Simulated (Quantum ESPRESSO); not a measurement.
One change at a time to Al3HfRh2W2

Calculated results; nothing here was measured. They come from Quantum ESPRESSO 7.5, a public plane-wave density functional program. Each row is one single-point run on a made-up periodic cell of eight metal atoms, with elements, volume, strain and displacements drawn at random and not relaxed, so a cell may be unstable or far from any real phase. There is no spin polarisation or spin-orbit coupling.

Settings: PBE unless stated; PseudoDojo standard norm-conserving files; Fermi-Dirac width 0.25 eV, which means electrons at about 2900 K; cutoff 1197 eV; 5 x 5 x 4 k mesh shifted half a step off Gamma. E is the free energy of the whole cell (internal energy minus TS), so a -TS column is already part of it. Stress is positive in tension, and the pressure P is minus a third of its trace.

Checks: one run of this series was repeated at a higher cutoff and on a denser mesh, which moved values by no more than 0.002 eV, 0.14 GPa and 0.015 eV/Å, and a second program with other atomic files agreed on it to 2 % rms in force and 0.5 GPa in pressure. Known limits: heavy elements are run without spin-orbit coupling, which real alloys of them have; a spin test at this wide smearing found no moment, but such smearing suppresses magnetism that the real alloy may have.

The lattice is hexagonal close-packed, and the cell vectors in Å are (0.000, 0.000, -4.465); (0.000, 4.906, 0.000); (5.665, 0.000, 0.000), a volume of 124.09 Å³ in run 1. The elements on sites 1 to 8 are Al Al Rh Al Rh Hf W W. Each later run makes one change to run 1 and keeps the rest. E is counted from run 1, and is n/a where other atomic files have another zero of energy.

```
run,change,V (Å³),P (GPa),-TS (eV),rms force (eV/Å),largest change of a force component (eV/Å),E (eV)
1,none,124.09,7.77,-1.389,1.274,0.000,0.000
2,sites 5 and 8 exchanged,124.09,7.85,-1.393,1.328,1.909,0.053
3,all lengths scaled by +0.89 %,127.43,2.69,-1.424,1.199,0.173,-0.108
4,PBEsol in place of PBE,124.09,2.00,-1.392,1.255,0.083,n/a
5,site 6 moved by -0.23 Å along z,124.09,10.30,-1.346,2.110,3.552,?
```

## Worked estimate

Along the move dE = -F dx. The force on site 6 along z is 3.056 eV/Å in run 1 and 6.607 eV/Å in run 5, and the move is -0.23 Å, so the mean force times the move gives an estimate.

## Withheld value

Question: what E should run 5 give?

The estimate is 1.111 eV. The calculation gave 1.101 eV. The mean of two end points misses the curvature of the force.
